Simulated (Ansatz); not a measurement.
Ansatz input

```yaml
crystal:
  lattice:
    - [2.7505001182, 0.0, 0.0]
    - [-1.3752500591, 2.3820029755, 0.0]
    - [0.0, 0.0, 8.9831333861]
  atoms:
    - { symbol: Pd, position: [0.0, 0.0, 0.0], spin: 0.5 }
    - { symbol: Pd, position: [0.0, 0.0, 0.5], spin: 0.5 }
    - { symbol: Pd, position: [0.3333333333, 0.6666666667, 0.25], spin: -0.5 }
    - { symbol: Pd, position: [0.6666666667, 0.3333333333, 0.75], spin: -0.5 }
hamiltonian:
  xc: lda
  pseudopotentials:
    kind: paw
    azcp:
      Pd: "pseudopotentials/Pd.paw.azcp"
basis:
  ecutwfc: 420
  fft_grid_basis: typed
kpoints:
  mp_grid: { grid: [13, 13, 4], shift: [0, 0, 0] }
magnetization:
  spin_polarized: true
scf:
  occupations: { method: fermi_dirac, width: 0.05 }
relax:
  max_steps: 60
  f_tol: 0.01
  cell: {}
output:
  write_density: true
  write_potential: true
  elf: true
  volumetric_format: npy
```

Output

```
Warning: the record states the generating functional pbe (its physics header spells it `PBE`), which answers neither for hamiltonian.xc's functional nor for the lda family's — results may be inconsistent (PPs are generated against a specific XC)
Engine: ansatz 0.2.0, aarch64-unknown-linux-gnu
Pseudopotentials: kind: paw
Pseudopotential: Pd, paw, valence charge 18, recommended cutoff 420 eV (normal) 
Functional definition: SPW92
  exchange = slater_x
  correlation = pw_c
Crystal: 4 atoms, lattice volume = 58.855 Å³
Basis set: ecut = 420 eV, 1153 PW (Γ)
Bands: 45, of which v1, the nominal top of the filled ones, is band 36 counted from 1 (35 counted from 0)
Symmetry: 24 space group operations
Space group: P63/mmc (ITA 194), of the structure as read, at distance tolerance 3.9e-5 Å
Magnetic group: BNS 194.263 (UNI 1493), of the structure as read, at distance tolerance 3.9e-5 Å
k-points: 63 of 676
Non-local potential: Pd, projectors of the file, l = 0: 2, l = 1: 2, l = 2: 2, l = 3: 1
PAW form: soft (Blöchl's): semilocal exchange-correlation on the pseudo side does not see the compensation charge
PAW frozen core: Pd, regenerated for the run's functional, and the local potential with it (the file was generated under x = pbe(κ = 0.804, μ = 0.2195149727645171), c = pbe(β = 0.06672455060314922))
PAW one-centre angular grid: Pd, 590 points (default); XC on 64 Gauss nodes
Initial density: superposition of atomic densities (chi_scale 0.1, normalization cell)
Starting moments: Σ|m| = 2 μB on 4 of 4 sites
Starting magnetic order: compensated ferrimagnet; no operation exchanges its spin sublattices
Initial wavefunctions: pseudopotential atomic-orbital guess
Functional: x = slater, c = lda
SCF iter   1: F=—  HF=-27383.160433 eV  |F-HF|=—  |Δ(HF+E_count)|=         —  Δρ=9.04e-2 (↑8.94e-2 ↓9.04e-2)  dr2=1.76e1  dr2_m=3.06e-1  M=0.019 μB ∫|m|=0.704 μB  β_m=0.30  ethr=3.10e-3  ⟨swp⟩=6.3  Hψ=21090  notcnv=0  defer=18
spin=Collinear: Kerker preconditioning applied to the charge; magnetization (m = ρ↑ − ρ↓) channel mixes plain (no charge-response kernel on spin).
SCF iter   2: F=—  HF=-27379.865269 eV  |F-HF|=—  |Δ(HF+E_count)|=    3.30e0  Δρ=5.34e-2 (↑5.31e-2 ↓5.34e-2)  dr2=5.81e0  dr2_m=1.84e-1  M=0.025 μB ∫|m|=0.598 μB  β_m=0.30  ethr=3.10e-3  ⟨swp⟩=2.0  Hψ=9897  notcnv=0  defer=286
SCF iter   3: F=—  HF=-27378.250831 eV  |F-HF|=—  |Δ(HF+E_count)|=    1.61e0  Δρ=2.21e-2 (↑2.11e-2 ↓2.21e-2)  dr2=2.29e-1  dr2_m=1.15e-1  M=0.021 μB ∫|m|=0.496 μB  β_m=0.30  ethr=3.10e-3  ⟨swp⟩=2.5  Hψ=9846  notcnv=0  defer=286
SCF iter   4: F=—  HF=-27378.226883 eV  |F-HF|=—  |Δ(HF+E_count)|=   2.39e-2  Δρ=1.45e-2 (↑1.45e-2 ↓1.06e-2)  dr2=4.40e-2  dr2_m=7.52e-2  M=0.043 μB ∫|m|=0.411 μB  β_m=0.30  ethr=3.17e-4  ⟨swp⟩=2.0  Hψ=11412  notcnv=0  defer=332
SCF iter   5: F=—  HF=-27378.234637 eV  |F-HF|=—  |Δ(HF+E_count)|=   7.75e-3  Δρ=9.73e-3 (↑9.50e-3 ↓9.73e-3)  dr2=2.95e-3  dr2_m=4.83e-2  M=0.033 μB ∫|m|=0.347 μB  β_m=0.30  ethr=6.12e-5  ⟨swp⟩=1.6  Hψ=7056  notcnv=0  defer=332
...
Free energy (F): -27378.306112 eV
Harris-Foulkes:  -27378.306112 eV  (|F-HF|=3.64e-12)
Internal energy: -27378.236460 eV  (E = F + TS)
E sigma→0 (E₀):  -27378.271286 eV
Entropy (-TS):   -0.069652 eV (-17.413 meV/atom)
Fermi energy:    20.573961 eV
--- Per-component energies (eV) ---
  E_band       = -501.075843
  E_kinetic    = 2057.483193
  E_local      = -6788.085243  (includes V_loc(G=0)·N_el)
  E_nonlocal   = 891.295520
  E_hartree    = 2756.625489
  E_xc         = -672.645706
  E_vxc        = -847.847153  (∫ρ·V_xc dr)
  E_paw        = -14490.954765  (= ΣΔE_a)
  E_vpaw       = -1327.173867  (= ΣTr[D̂ρ^β])
  E_aug_tail   = 0.000843  (compensation charges beyond the density's cutoff)
  E_ewald      = -11134.678726
  E_core_change = 2.722935  (= ΣΔE_core)
  E_smearing   = -0.069652  (= −TS)
  E_closure    = 0.000000  (closes the sum)
  Σ components = -27378.306112   (vs F -27378.306112, Δ=0.00e0)
--- Forces (eV/Å), atoms counted from 1 ---
  atom   1  Pd     0.00000000    -0.00000000    -0.00000000
  atom   2  Pd    -0.00000000     0.00000000     0.00000000
  atom   3  Pd     0.00000000     0.00000000    -0.00000000
  atom   4  Pd    -0.00000000    -0.00000000     0.00000000
  max |Σ_I F_I| component: 9.25e-18 eV/Å
--- Stress (GPa, compression-positive) ---
        0.010039       0.000000      -0.000000
       -0.000000       0.010039      -0.000000
       -0.000000      -0.000000       0.009614
  P = ⅓ Tr σ = 0.0099 GPa (0.099 kbar)
--- Band table (eV; the first three rows and the last of 126) ---
  k-point 0 ↑: bands = ["-63.5626", "-63.5414", "-63.5166", "-63.4952", "-29.5251", "-29.3172", "-29.2711", "-29.1561", "-29.1561", "-29.1301", "-29.1301", "-29.1174", "-29.1174", "-29.0912", "-29.0912", "-29.0582", "12.9619", "14.6656", "14.6732", "14.8568", "17.3973", "17.4111", "17.4433", "17.4617", "17.4617", "17.4958", "17.4958", "17.7868", "17.7868", "17.8669", "17.8669", "18.9421", "18.9421", "19.4353", "19.4353", "19.8108", "19.8108", "20.4325", "20.4325", "21.2754", "27.8714", "34.8634", "35.1136", "37.3426", "37.6372"]
  k-point 1 ↑: bands = ["-63.5604", "-63.5462", "-63.5118", "-63.4975", "-29.5079", "-29.3856", "-29.2020", "-29.1537", "-29.1537", "-29.1375", "-29.1375", "-29.1100", "-29.1100", "-29.0936", "-29.0936", "-29.0762", "13.1064", "14.1107", "14.8840", "14.9310", "17.1958", "17.3644", "17.4942", "17.4942", "17.5318", "17.5318", "17.7393", "17.7393", "17.8107", "17.8107", "18.1913", "19.0147", "19.0147", "19.3451", "19.3451", "19.9361", "19.9361", "20.3587", "20.3587", "20.6629", "28.6835", "32.7828", "36.5553", "37.4891", "37.9189"]
  k-point 2 ↑: bands = ["-63.5543", "-63.5543", "-63.5036", "-63.5036", "-29.4588", "-29.4588", "-29.1471", "-29.1471", "-29.1471", "-29.1471", "-29.1271", "-29.1271", "-29.1003", "-29.1003", "-29.1003", "-29.1003", "13.5181", "13.5181", "14.9406", "14.9406", "17.2561", "17.2561", "17.5632", "17.5632", "17.5632", "17.5632", "17.7081", "17.7081", "17.7081", "17.7081", "19.1772", "19.1772", "19.1772", "19.1772", "19.4049", "19.4049", "20.1662", "20.1662", "20.1662", "20.1662", "30.5442", "30.5442", "37.3725", "37.3725", "37.8587"]
  k-point 62 ↓: bands = ["-63.4896", "-63.4896", "-63.4644", "-63.4644", "-29.4684", "-29.4684", "-29.4423", "-29.4423", "-29.3814", "-29.3814", "-29.3524", "-29.3524", "-29.2128", "-29.2128", "-29.1707", "-29.1707", "15.7774", "15.7774", "16.2135", "16.2135", "16.5394", "16.5394", "16.7050", "16.7050", "17.4855", "17.4855", "17.5415", "17.5415", "18.5618", "18.5618", "19.1944", "19.1944", "20.1527", "20.1527", "20.4746", "20.4746", "25.8798", "25.8798", "27.6597", "27.6597", "28.2608", "28.2608", "30.2465", "30.2465", "32.2445"]
--- Relaxed structure (6 steps of the walk, 6 accepted, 1 SCFs on fresh bases) ---
  F+E_penalty+E_count = -27378.30611240 eV   max|allowed force component| = 5.551e-17 eV/Å   (the final SCF, on the basis selected at the relaxed cell)
  cell:  # Å, volume = 56.7121 Å³
    - [2.705527124202723, 7.092896994147168e-37, 0.0]
    - [-1.3527635621013614, 2.343055220187414, 0.0]
    - [0.0, 0.0, 8.9462594719977]
  atoms:
    - { symbol: Pd, position: [-2.2089120375152226e-34, 1.684445440286223e-36, -1.1166354428776583e-37] }
    - { symbol: Pd, position: [-2.0843926956146e-34, -8.422227201431205e-36, 0.5] }
    - { symbol: Pd, position: [0.33333333333333326, 0.6666666666666665, 0.25] }
    - { symbol: Pd, position: [0.6666666666666665, 0.33333333333333326, 0.75] }
```

Launched by

```sh
ansatz run input.yaml --threads 2 --pin off --max-ram 5120MiB --backend cpu --events-out ev --progress --plain --runs-dir out
```

On 2 threads of Arm Neoverse V1 (shared host) this took about 73 s of wall time and 140 s of CPU time.
